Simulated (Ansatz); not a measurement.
LuF3:
```
CELL_PARAMETERS angstrom
      6.65779     0.00000     0.00000
     -3.32890     5.76582     0.00000
      0.00000     0.00000     6.84534
ATOMIC_POSITIONS crystal
  Lu 0.34685 0.00000 0.75000
  Lu 0.65315 0.00000 0.25000
  Lu 0.00000 0.34685 0.75000
  Lu 0.00000 0.65315 0.25000
  Lu 0.65315 0.65315 0.75000
  Lu 0.34685 0.34685 0.25000
  F  0.00000 0.00000 0.75000
  F  0.00000 0.00000 0.25000
  F  0.33333 0.66667 0.68213
  F  0.66667 0.33333 0.31787
  F  0.66667 0.33333 0.81787
  F  0.33333 0.66667 0.18213
  F  0.37567 0.30533 0.57815
  F  0.62433 0.69467 0.42185
  F  0.69467 0.07034 0.57815
  F  0.30533 0.92966 0.42185
  F  0.92966 0.62433 0.57815
  F  0.07034 0.37567 0.42185
  F  0.30533 0.37567 0.92185
  F  0.69467 0.62433 0.07815
  F  0.07034 0.69467 0.92185
  F  0.92966 0.30533 0.07815
  F  0.62433 0.92966 0.92185
  F  0.37567 0.07034 0.07815
```

Relaxed with r²SCAN. Special points in fractions of this cell's reciprocal vectors: Γ (0.000, 0.000, 0.000); M (0.500, 0.000, 0.000); K (0.333, 0.333, 0.000); A (0.000, 0.000, 0.500); L (0.500, 0.000, 0.500); H (0.333, 0.333, 0.500).

Question: List the band energies nearest the valence-band maximum at these points for DFT-r²SCAN with spin–orbit coupling in the program Ansatz with PAW potentials.

Answer: In eV from the valence-band maximum; about four levels below and three above (degenerate sets whole), none deeper than 8.9 eV; points with the same levels are listed once.

```
k                                below                          above
-  -----------------------------------  -----------------------------
Γ  -0.07 -0.07 -0.07 -0.07 -0.05 -0.05            8.23 8.23 8.42 8.42
M                -0.02 -0.02 0.00 0.00            8.53 8.53 8.64 8.64
K              -0.03 -0.03 -0.01 -0.01            8.60 8.60 8.66 8.66
A              -0.09 -0.09 -0.09 -0.09            8.67 8.67 8.67 8.67
L              -0.08 -0.08 -0.08 -0.08            8.68 8.68 8.68 8.68
H  -0.10 -0.10 -0.09 -0.09 -0.09 -0.09  8.75 8.75 8.78 8.78 8.78 8.78
```

Space group P-3c1. The workflow started from a Materials Project entry (that database holds measured and hypothetical structures alike); the Crystallography Open Database copy checked does not list it. Whether it is the stable phase at ambient conditions was not checked. The r²SCAN relaxation kept the symmetry of its start; whether a distortion lowers the energy is not shown.

Potentials: the later of the program's two PAW sets.
